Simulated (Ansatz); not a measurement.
A plane-wave run on LaAl2SiRu2

Input file of Ansatz 0.2.0:

```yaml
crystal:
  lattice:
    - [4.409621, 0.0, 0.0]
    - [0.0, 4.409621, 0.0]
    - [0.0, 0.0, 5.929032]
  atoms:
    - { symbol: La, position: [0.0, 0.0, 0.5] }
    - { symbol: Si, position: [0.0, 0.0, 0.0] }
    - { symbol: Al, position: [0.5, 0.5, 0.2537] }
    - { symbol: Al, position: [0.5, 0.5, 0.7463] }
    - { symbol: Ru, position: [0.0, 0.5, 0.0] }
    - { symbol: Ru, position: [0.5, 0.0, 0.0] }
  symmetry: { tolerance: 0.0003 }
kpoints:
  mp_grid: { grid: [8, 8, 6], shift: [0, 0, 0] }
  band_path:
    path:
      - [0.0, 0.0, 0.0]
      - [0.0, 0.5, 0.0]
      - [0.5, 0.5, 0.0]
      - [0.0, 0.0, 0.0]
      - [0.0, 0.0, 0.5]
      - [0.0, 0.5, 0.5]
      - [0.5, 0.5, 0.5]
      - [0.0, 0.0, 0.5]
      - [0.0, 0.5, 0.0]
      - [0.0, 0.5, 0.5]
      - [0.5, 0.5, 0.0]
    npoints: 6
magnetization:
  spin_polarized: false
scf:
  occupations: { method: fermi_dirac, width: 0.0104 }
  lower_state_search: "off"
  max_iter: 200
hamiltonian:
  pseudopotentials: { kind: paw }
  xc: pbesol
basis:
  ecutwfc: 420
  fft_grid_basis: typed
output:
  forces: true
  stress: true
  eigenvalues: true
  bader: true
  populations: true
  elf: true
  write_potential: true
  volumetric_format: npy
  dos:
    e_range: [-12, 8]
    de: 0.05
    projected: { site_lists: { Al: [Al], La: [La], Ru: [Ru], Si: [Si] } }
checkpoint:
  read: saved_state
```

The run starts from an earlier solution of this cell. 

Parts of the output:

```
SCF iter   1: F=—  Δρ=1.81e-3  dr2=3.42e-3
SCF iter   2: F=—  Δρ=1.07e-3  dr2=1.49e-3
SCF iter   3: F=—  Δρ=1.89e-4  dr2=4.80e-5
SCF iter   4: F=—  Δρ=5.71e-5  dr2=3.94e-6
SCF iter   5: F=—  Δρ=1.70e-5  dr2=7.27e-7
SCF iter   6: F=-19467.5849 eV  Δρ=4.61e-6  dr2=6.71e-8
Free energy (F): -19467.5849 eV
Harris-Foulkes:  -19467.5849 eV  (|F-HF|=5.05e-8)
Internal energy: -19467.5837 eV  (E = F + TS)
E sigma→0 (E₀):  -19467.5843 eV
Entropy (-TS):   -0.0012 eV (-0.206 meV/atom)
Fermi energy:    12.2362 eV
--- Per-component energies (eV) ---
  E_band       = -421.5811
  E_kinetic    = 1313.7188
  E_local      = -5458.1722  (includes V_loc(G=0)·N_el)
  E_nonlocal   = 837.3249
  E_hartree    = 2069.7532
  E_xc         = -652.2983
  E_vxc        = -731.6003  (∫ρ·V_xc dr)
  E_paw        = -13537.8636  (= ΣΔE_a)
  E_vpaw       = -522.3754  (= ΣTr[D̂ρ^β])
  E_aug_tail   = -0.0004  (compensation charges beyond the density's cutoff)
  E_ewald      = -4040.7920
  E_core_change = 0.7459  (= ΣΔE_core)
  E_smearing   = -0.0012  (= −TS)
--- Forces (eV/Å), atoms counted from 1 ---
  atom   1  La     0.0000     0.0000     0.0000
  atom   2  Si     0.0000     0.0000     0.0000
  atom   3  Al     0.0000     0.0000    -0.0428
  atom   4  Al     0.0000     0.0000     0.0428
  atom   5  Ru     0.0000     0.0000     0.0000
  atom   6  Ru     0.0000     0.0000     0.0000
--- Stress (GPa, compression-positive) ---
       -1.7156       0.0000       0.0000
        0.0000      -1.7156       0.0000
        0.0000       0.0000      -4.3464
  P = ⅓ Tr σ = -2.5926 GPa (-25.926 kbar)
--- Löwdin populations: 6 sites ---
  site symbol       q [e]
     0     La     10.7471
     1     Si      3.7661
     2     Al      3.0557
     3     Al      3.0557
     4     Ru     16.0319
     5     Ru     16.0319
  spilling = 0.0059 (of n_electrons = 53.0000)
--- Bader charges: 6 sites ---
  site symbol  charge [e]  shift [e]
     0     La      1.3048     0.0000
     1     Si      0.8098     0.0423
     2     Al      0.7645     0.0019
     3     Al      0.7644     0.0019
     4     Ru     -1.8218     0.0192
     5     Ru     -1.8218     0.0192
```

Origin: a known structure type with other elements, at an estimated volume, so it need not be a known compound. Caveats: f levels without a U or exact exchange are poorly placed.
